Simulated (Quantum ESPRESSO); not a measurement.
Mg4Se3O, input and log of a self-consistent run

Simulated, not a measurement. The program is pw.x of Quantum ESPRESSO 7.5 (plane-wave density functional theory). The cell is made up: 8 atoms on a wurtzite lattice, with randomly drawn elements, strain and displacements, not relaxed. PseudoDojo standard norm-conserving files (v0.5 for PBE, v0.4.1 for LDA and PBEsol) set the functional; there is no spin polarisation, spin-orbit coupling or dispersion term, and the masses in the input are unused placeholders.

Input:

```
&control calculation='scf', pseudo_dir='./dojo.nc.sr.pbe.v0_5.standard.upf', outdir='./o', disk_io='low', tprnfor=.true., tstress=.true. /
&system ibrav=0, nat=8, ntyp=3, nbnd=53, ecutwfc=85.99341389, nosym=.true., tot_charge=0,
 occupations='smearing', smearing='fd', degauss=0.0018374661
/
&electrons conv_thr=7.350e-09, electron_maxstep=60, /
ATOMIC_SPECIES
Mg 1.0 Mg.upf
O 1.0 O.upf
Se 1.0 Se.upf
CELL_PARAMETERS angstrom
3.9652 0.0514 0.0286
0.089 6.8677 -0.1023
0.0467 -0.0965 6.5346
ATOMIC_POSITIONS angstrom
Mg -0.0034 0.0215 -0.0329
Mg 2.0668 3.4855 -0.1159
Mg 2.0151 1.0813 3.2161
Mg -0.0247 4.4901 3.2833
Se 0.0311 -0.0621 2.4671
Se 1.9844 3.3986 2.4044
O 1.9909 0.976 5.7178
Se 0.058 4.5258 5.6384
K_POINTS automatic
5 4 4 1 1 1
```

The log is shortened where brackets say so; the opening notice, blank lines, dates and the lines on written files are dropped, and the path of the files is cut. It prints rydbergs, bohrs and kilobars, and counts compression as positive stress. With no partly filled state, the Fermi energy that it prints is only some level between the filled and the empty states on the mesh, and need not lie in the true gap.

```
     Program PWSCF v.7.5
     Parallel version (MPI & OpenMP), running on       4 processor cores
     Number of MPI processes:                 4
     Threads/MPI process:                     1
     [start-up lines left out]
     bravais-lattice index     =            0
     lattice parameter (alat)  =       7.4940  a.u.
     unit-cell volume          =    1200.3279 (a.u.)^3
     number of atoms/cell      =            8
     number of atomic types    =            3
     number of electrons       =        94.00
     number of Kohn-Sham states=           53
     kinetic-energy cutoff     =      85.9934  Ry
     charge density cutoff     =     343.9737  Ry
     scf convergence threshold =      7.3E-09
     mixing beta               =       0.7000
     number of iterations used =            8  plain     mixing
     Exchange-correlation= PBE
                           (   1   4   3   4   0   0   0)
     [axes and pseudopotential details left out]
   Cartesian axes
     site n.     atom                  positions (alat units)
         1        Mg     tau(   1) = (  -0.0008574   0.0054216  -0.0082963  )
         2        Mg     tau(   2) = (   0.5211774   0.8789258  -0.0292261  )
         3        Mg     tau(   3) = (   0.5081404   0.2726675   0.8109922  )
         4        Mg     tau(   4) = (  -0.0062285   1.1322521   0.8279378  )
         5        Se     tau(   5) = (   0.0078424  -0.0156595   0.6221196  )
         6        Se     tau(   6) = (   0.5003989   0.8570125   0.6063088  )
         7        O      tau(   7) = (   0.5020380   0.2461144   1.4418367  )
         8        Se     tau(   8) = (   0.0146256   1.1412544   1.4218147  )
     number of k points=    40  Fermi-Dirac smearing, width (Ry)=  0.0018
                       cart. coord. in units 2pi/alat
        k(    1) = (   0.0985275   0.0720376   0.0762181), wk =   0.0500000
        k(    2) = (   0.0974034   0.0743127   0.2279766), wk =   0.0500000
     [further k points left out]
     Dense  grid:   129315 G-vectors     FFT dimensions: (  45,  80,  75)
     Estimated max dynamical RAM per process >     305.76 MB
     Estimated total dynamical RAM >       1.10 GB
     Initial potential from superposition of free atoms
     starting charge      93.9966, renormalised to      94.0000
     Starting wfcs are   51 randomized atomic wfcs +    2 random wfcs
     total cpu time spent up to now is        5.1 secs
     per-process dynamical memory:   231.8 Mb
     Self-consistent Calculation
     iteration #  1     ecut=    85.99 Ry     beta= 0.70
     Davidson diagonalization with overlap
     ethr =  1.00E-02,  avg # of iterations =  6.3
     total cpu time spent up to now is       18.4 secs
     total energy              =   -1235.70644742 Ry
     estimated scf accuracy    <       1.07501821 Ry
     iteration #  2     ecut=    85.99 Ry     beta= 0.70
     Davidson diagonalization with overlap
     ethr =  1.14E-03,  avg # of iterations =  6.5
     total cpu time spent up to now is       30.1 secs
     total energy              =   -1235.01957167 Ry
     estimated scf accuracy    <       6.14475522 Ry
     iteration #  3     ecut=    85.99 Ry     beta= 0.70
     Davidson diagonalization with overlap
     ethr =  1.14E-03,  avg # of iterations =  4.0
     total cpu time spent up to now is       40.8 secs
     total energy              =   -1236.20558880 Ry
     estimated scf accuracy    <       0.25164374 Ry
     iteration #  4     ecut=    85.99 Ry     beta= 0.70
     Davidson diagonalization with overlap
     ethr =  2.68E-04,  avg # of iterations =  2.0
     total cpu time spent up to now is       51.1 secs
     total energy              =   -1236.20631762 Ry
     estimated scf accuracy    <       0.05951874 Ry
     iteration #  5     ecut=    85.99 Ry     beta= 0.70
     Davidson diagonalization with overlap
     ethr =  6.33E-05,  avg # of iterations =  2.8
     total cpu time spent up to now is       60.3 secs
     total energy              =   -1236.20861271 Ry
     estimated scf accuracy    <       0.00746112 Ry
     iteration #  6     ecut=    85.99 Ry     beta= 0.70
     Davidson diagonalization with overlap
     ethr =  7.94E-06,  avg # of iterations =  7.8
     total cpu time spent up to now is       71.8 secs
     total energy              =   -1236.21050264 Ry
     estimated scf accuracy    <       0.00108997 Ry
     iteration #  7     ecut=    85.99 Ry     beta= 0.70
     Davidson diagonalization with overlap
     ethr =  1.16E-06,  avg # of iterations =  2.2
     total cpu time spent up to now is       80.1 secs
     total energy              =   -1236.21066435 Ry
     estimated scf accuracy    <       0.00002168 Ry
     iteration #  8     ecut=    85.99 Ry     beta= 0.70
     Davidson diagonalization with overlap
     ethr =  2.31E-08,  avg # of iterations =  3.9
     total cpu time spent up to now is       89.4 secs
     total energy              =   -1236.21067148 Ry
     estimated scf accuracy    <       0.00000208 Ry
     iteration #  9     ecut=    85.99 Ry     beta= 0.70
     Davidson diagonalization with overlap
     ethr =  2.21E-09,  avg # of iterations =  3.0
     total cpu time spent up to now is       97.5 secs
     total energy              =   -1236.21067189 Ry
     estimated scf accuracy    <       0.00000033 Ry
     iteration # 10     ecut=    85.99 Ry     beta= 0.70
     Davidson diagonalization with overlap
     ethr =  3.47E-10,  avg # of iterations =  2.7
     total cpu time spent up to now is      105.2 secs
     total energy              =   -1236.21067196 Ry
     estimated scf accuracy    <       0.00000003 Ry
     iteration # 11     ecut=    85.99 Ry     beta= 0.70
     Davidson diagonalization with overlap
     ethr =  2.85E-11,  avg # of iterations =  3.6
     total cpu time spent up to now is      113.3 secs
     End of self-consistent calculation
          k = 0.0985 0.0720 0.0762 ( 16146 PWs)   bands (ev):
   -69.6873 -69.3825 -69.3663 -69.3468 -41.1999 -41.1928 -41.1859 -41.1823
   -41.1715 -40.9270 -40.9262 -40.9215 -40.9179 -40.9168 -40.9131 -40.9058
   -40.9047 -40.9031 -40.8978 -36.4717 -36.4699 -36.4425 -36.1814 -36.1675
   -36.1640 -36.1570 -36.1453 -36.1394 -36.1311 -36.1143 -36.1026  -9.4728
    -7.3186  -6.8102  -6.4765   1.2542   1.6335   2.1498   2.9633   3.2816
     3.7800   3.8866   4.1549   4.5313   4.6709   4.8749   5.0148   8.0112
     9.4559   9.8539  10.0373  10.8220  11.7669
     [levels at the other k points left out]
     the Fermi energy is     6.9023 ev
!    total energy              =   -1236.21067196 Ry
     estimated scf accuracy    <          3.2E-09 Ry
     smearing contrib. (-TS)   =       0.00000000 Ry
     internal energy E=F+TS    =   -1236.21067196 Ry
     The total energy is F=E-TS. E is the sum of the following terms:
     one-electron contribution =    -876.02568664 Ry
     hartree contribution      =     438.32427132 Ry
     xc contribution           =    -217.48853006 Ry
     ewald contribution        =    -581.02072658 Ry
     convergence has been achieved in  11 iterations
     Forces acting on atoms (cartesian axes, Ry/au):
     atom    1 type  1   force =     0.00156171    0.10318875   -0.04967859
     atom    2 type  1   force =    -0.02618873   -0.09699539   -0.00338115
     atom    3 type  1   force =    -0.00954003    0.01282192    0.09206963
     atom    4 type  1   force =     0.00083513    0.00915811   -0.03613153
     atom    5 type  3   force =     0.00814180   -0.02025843   -0.01419264
     atom    6 type  3   force =     0.00032135   -0.00471681   -0.01352490
     atom    7 type  2   force =     0.00380793    0.00995680    0.00522845
     atom    8 type  3   force =     0.02106085   -0.01315497    0.01961074
     Total force =     0.188073     Total SCF correction =     0.000423
     Computing stress (Cartesian axis) and pressure
          total   stress  (Ry/bohr**3)                   (kbar)     P=       44.85
   0.00035492  -0.00001025  -0.00003555           52.21       -1.51       -5.23
  -0.00001025   0.00032593   0.00007978           -1.51       47.95       11.74
  -0.00003555   0.00007978   0.00023380           -5.23       11.74       34.39
     init_run     :      3.97s CPU      4.21s WALL (       1 calls)
     electrons    :    107.32s CPU    108.21s WALL (       1 calls)
     forces       :      1.19s CPU      1.20s WALL (       1 calls)
     stress       :      4.87s CPU      4.90s WALL (       1 calls)
     [timing details left out]
     PWSCF        :   1m58.37s CPU   1m59.64s WALL
     JOB DONE.
```

In other units: free energy -16819.503 eV for the cell, pressure 4.48 GPa, largest force component 2.653 eV/Å. A rerun of a related cell, with the same atoms placed differently, at 1467 eV and a 7 x 6 x 6 mesh moved values by no more than 0.002 eV in energy, 0.04 GPa in stress and 0.007 eV/Å in force.